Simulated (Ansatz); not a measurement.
Ansatz input

```yaml
crystal:
  lattice:
    - [-1.5700618769, 1.5700618769, 1.5700618769]
    - [1.5700618769, -1.5700618769, 1.5700618769]
    - [1.5700618769, 1.5700618769, -1.5700618769]
  atoms:
    - { symbol: Pt, position: [0.0, 0.0, 0.0], spin: 1.0 }
hamiltonian:
  xc: mr2scan
  pseudopotentials:
    kind: paw
    azcp:
      Pt: "pseudopotentials/Pt.paw.azcp"
basis:
  ecutwfc: 500
  fft_grid_basis: typed
kpoints:
  mp_grid: { grid: [23, 23, 23], shift: [0, 0, 0] }
magnetization:
  spin_polarized: true
scf:
  occupations: { method: fermi_dirac, width: 0.05 }
```

Terminal output

```
Engine: ansatz 0.2.0, aarch64-unknown-linux-gnu
Pseudopotentials: kind: paw
Pseudopotential: Pt, paw, valence charge 18, recommended cutoff 500 eV (meta_gga) 
Functional definition: m-r2SCAN
  exchange = m_r2scan_x
  correlation = m_r2scan_c
Crystal: 1 atoms, lattice volume = 15.481 Å³
Basis set: ecut = 500 eV, 381 PW (Γ), exchange–correlation on 80×80×80 points (64 copies of the dense FFT grid, shifted against one another)
Bands: 14, of which v1, the nominal top of the filled ones, is band 9 counted from 1 (8 counted from 0)
Symmetry: 48 space group operations
Space group: Im-3m (ITA 229), of the structure as read, at distance tolerance 2.5e-5 Å
Magnetic group: BNS 229.140 (UNI 1642), of the structure as read, at distance tolerance 2.5e-5 Å
k-points: 364 of 12167
Non-local potential: Pt, projectors of the file, l = 0: 3, l = 1: 2, l = 2: 2, l = 3: 1
PAW form: soft (Blöchl's): semilocal exchange-correlation on the pseudo side does not see the compensation charge
PAW frozen core: Pt, regenerated for the run's functional (the file was generated under x = pbe(κ = 0.804, μ = 0.2195149727645171), c = pbe(β = 0.06672455060314922))
PAW one-centre angular grid: Pt, 590 points (default); XC on 160 Gauss nodes
Initial density: superposition of atomic densities (chi_scale 0.1, normalization cell)
Starting moments: Σ|m| = 1 μB on 1 of 1 site
Initial wavefunctions: pseudopotential atomic-orbital guess
Functional: x = mr2scan, c = mr2scan; τ floored in thin density (d = 2e-4 eV/Å³)
iter 1 solved again at ethr=2.42e-3 eV; its pass at ethr=3.10e-3 eV (dr2=4.35e-1 eV) is discarded
SCF iter   1: F=—  HF=-12536.627946 eV  |F-HF|=—  |Δ(HF+E_count)|=         —  Δρ=4.79e-2 (↑4.79e-2 ↓3.06e-2)  dr2=6.27e-1  dr2_τ=1.44e-2  dr2_m=6.24e-2  M=0.519 μB ∫|m|=0.521 μB  β_m=0.62  ethr=2.42e-3  ⟨swp⟩=2.0  Hψ=76823  notcnv=0
Mixer restart at iter 1: flushing history
SCF iter   2: F=—  HF=-12536.444127 eV  |F-HF|=—  |Δ(HF+E_count)|=   1.84e-1  Δρ=1.83e-2 (↑1.83e-2 ↓1.78e-2)  dr2=4.66e-2  dr2_τ=7.84e-3  dr2_m=1.31e-2  M=0.462 μB ∫|m|=0.472 μB  β_m=0.99  ethr=2.42e-3  ⟨swp⟩=2.0  Hψ=17371  notcnv=0  κ⁻¹=1.0e0(r=1)
SCF iter   3: F=—  HF=-12536.731763 eV  |F-HF|=—  |Δ(HF+E_count)|=         —  Δρ=3.37e-2 (↑3.37e-2 ↓2.46e-2)  dr2=2.65e-2  dr2_τ=1.50e-2  dr2_m=1.02e-1  M=0.015 μB ∫|m|=0.021 μB  β_m=0.31  ethr=2.59e-4  ⟨swp⟩=2.2  Hψ=16524  notcnv=0  defer=79
Mixer restart at iter 3: flushing history
SCF iter   4: F=—  HF=-12536.708647 eV  |F-HF|=—  |Δ(HF+E_count)|=   2.31e-2  Δρ=2.31e-2 (↑2.31e-2 ↓1.70e-2)  dr2=1.31e-2  dr2_τ=8.95e-4  dr2_m=4.67e-2  M=0.024 μB ∫|m|=0.026 μB  β_m=0.37  ethr=1.47e-4  ⟨swp⟩=1.7  Hψ=12295  notcnv=0  defer=79  κ⁻¹=1.0e0(r=1)
SCF iter   5: F=—  HF=-12536.702111 eV  |F-HF|=—  |Δ(HF+E_count)|=   6.54e-3  Δρ=9.05e-3 (↑9.05e-3 ↓6.58e-3)  dr2=2.39e-3  dr2_τ=2.17e-4  dr2_m=6.71e-3  M=0.006 μB ∫|m|=0.007 μB  β_m=0.99  ethr=7.30e-5  ⟨swp⟩=2.7  Hψ=17679  notcnv=0  defer=84  κ⁻¹=1.9e-1(r=2)
...
SCF iter  13: F=—  HF=-12536.702590 eV  |F-HF|=—  |Δ(HF+E_count)|=   1.13e-8  Δρ=7.65e-7 (↑7.27e-7 ↓7.65e-7)  dr2=7.69e-11  dr2_τ=6.40e-12  dr2_m=1.21e-11  M=-0.000 μB ∫|m|=0.000 μB  β_m=0.36  ethr=4.47e-12  ⟨swp⟩=2.2  Hψ=14927  notcnv=0  defer=112  κ⁻¹=6.7e-9(r=8)
SCF iter  14: F=—  HF=-12536.702590 eV  |F-HF|=—  |Δ(HF+E_count)|=  1.42e-10  Δρ=1.12e-6 (↑7.70e-7 ↓1.12e-6)  dr2=4.61e-11  dr2_τ=1.77e-11  dr2_m=1.18e-10  M=-0.000 μB ∫|m|=0.000 μB  β_m=0.30  ethr=1.00e-12  ⟨swp⟩=1.0  Hψ=27147  notcnv=0  κ⁻¹=2.6e-7(r=8)
SCF iter  15: F=—  HF=-12536.702590 eV  |F-HF|=—  |Δ(HF+E_count)|=  4.29e-10  Δρ=4.66e-7 (↑3.99e-7 ↓4.66e-7)  dr2=2.67e-12  dr2_τ=3.74e-12  dr2_m=2.56e-11  M=-0.000 μB ∫|m|=0.000 μB  β_m=0.68  ethr=1.00e-12  ⟨swp⟩=2.0  Hψ=19665  notcnv=0  κ⁻¹=8.2e-8(r=8)
SCF iter  16: F=-12536.702590 eV  HF=-12536.702590 eV  |F-HF|=9.09e-12  |Δ(HF+E_count)|=  1.07e-10  Δρ=2.88e-7 (↑2.88e-7 ↓9.85e-8)  dr2=7.54e-12  dr2_τ=7.61e-13  dr2_m=4.64e-12  M=-0.000 μB ∫|m|=0.000 μB  ethr=1.00e-12  ⟨swp⟩=2.0  Hψ=16790  notcnv=0
SCF 1 converged in 16 iterations: F = -12536.702590 eV  dr2 = 7.54e-12
WARN: the starting moments were not kept: the SCF closed with an absolute magnetisation of 9.6e-7 μB, where they sum to 1 μB in size (1 site). That is at most 0.1 of that sum. Measured as dr2_m measures the in/out step, that magnetisation stands 3.6e-13 eV from none, at or under the dr2_threshold of 1.0e-7 eV: it is no larger than a step whose dr2_m would equal this threshold. The system may hold no moment; this SCF shows only that its start led to no more than that. To try another start: raise the starting moments (crystal.atoms[].spin, magnetization.per_species, magnetization.initial_magnetization, or on a non-collinear deck that types none of these the spinor_matrix: blocks that start its atoms; where the total moment is fixed, keep their sum and leave initial_magnetization as it is; typed ones take the place of any that the run laid by itself, positive ones on a crystal's lanthanoids without a Hubbard term where scf.initial_density.shell_occupations: [] is typed) or, if the notice of its spin-set hold's release reads "site moments contracting" or "site moments show no strong build", lengthen the hold (scf.mixing.spin_hold: { on: { confirm: 4 } }; for m-r²SCAN on two components see the key's manual first). Each may lead to a state that holds a moment. A second SCF, from the converged charge density, with the starting moments and any scf.initial_density.shell_occupations laid on it anew, would have followed, and was not run: the deck does not ask for one (magnetization.retry_lost_moments is false, the default). To let it run, set magnetization.retry_lost_moments: true and run the deck again, where that key's refused combinations let it; where memory then withholds it, that run's warning says so.
this state was not tested for a lower state beside it, because the mixer in use, unlike msr1, does not test its closes by its own steps (another_mixer; see scf.mixing.algorithm and scf.lower_state_search)
SCF converged after 16 iterations
Magnetization: -0.0000 μB (9.0000 up, 9.0000 down)
Absolute magnetization: 0.0000 μB (∫|ρ↑−ρ↓|, with the PAW one-centre terms)
Spin contamination: 0.0000 ħ² per cell (⟨S²⟩ above its minimum at these occupations)
Per-site moments (μB) at R_I (Å): [(-7.176573459500925e-7, 1.121763613499823)]
Free energy (F): -12536.702590 eV
Harris-Foulkes:  -12536.702590 eV  (|F-HF|=9.09e-12)
Internal energy: -12536.696968 eV  (E = F + TS)
E sigma→0 (E₀):  -12536.699779 eV
Entropy (-TS):   -0.005623 eV (-5.623 meV/atom)
Fermi energy:    22.132304 eV
--- Per-component energies (eV) ---
  E_band       = -158.327554
  E_kinetic    = 638.229576
  E_local      = -1501.659032  (includes V_loc(G=0)·N_el)
  E_nonlocal   = 202.358440
  E_hartree    = 558.324032
  E_xc         = -250.120942
  E_vxc        = -337.461992  (∫ρ·V_xc dr)
  E_paw        = -9480.075348  (= ΣΔE_a)
  E_vpaw       = -297.976306  (= ΣTr[D̂ρ^β])
  E_aug_tail   = 0.000161  (compensation charges beyond the density's cutoff)
  E_vtau       = 21.533658  (kinetic-family band-sum trace: ∫τ·v_τ [+ j·A + Jᵃ·Aᵃ] dr)
  E_ewald      = -2703.522360
  E_core_change = -0.231494  (= ΣΔE_core)
  E_smearing   = -0.005623  (= −TS)
  E_closure    = 0.000000  (closes the sum)
  Σ components = -12536.702590   (vs F -12536.702590, Δ=0.00e0)
```
